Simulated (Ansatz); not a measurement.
TiSi₂ in space group Cmcm (No. 63; Ti on 4c, Si on 4c, Si on 4c) under volume change, DFT-PBEsol in the program Ansatz with PAW potentials, shape and atoms relaxed at each volume.

```csv
V (Å³/atom),E − E(relaxed) (meV/atom),P (GPa)
12.653,57.3,15.90
13.070,?,?
13.487,?,?
13.904,0.0,0.01
14.321,5.1,-3.80
14.738,19.3,-7.02
15.156,41.3,-9.82
```

**Question.** What belongs in the gaps?

**Answer.** 
- 13.070, E − E(relaxed) (meV/atom): 24.1
- 13.070, P (GPa): 9.75
- 13.487, E − E(relaxed) (meV/atom): 5.7
- 13.487, P (GPa): 4.51

**Question.** What does a third-order Birch–Murnaghan fit give for V₀, B₀ and B′?

**Answer.** V₀ = 13.91 Å³/atom, B₀ = 137 GPa, B′ = 4.3.

The cell was relaxed with PBEsol under the symmetry of its start. The run is not spin-polarised.

Potentials: the earlier of the program's two PAW sets. The files were generated under PBE; for other functionals the program regenerates the frozen cores, and for LDA and PBEsol the local potential too.
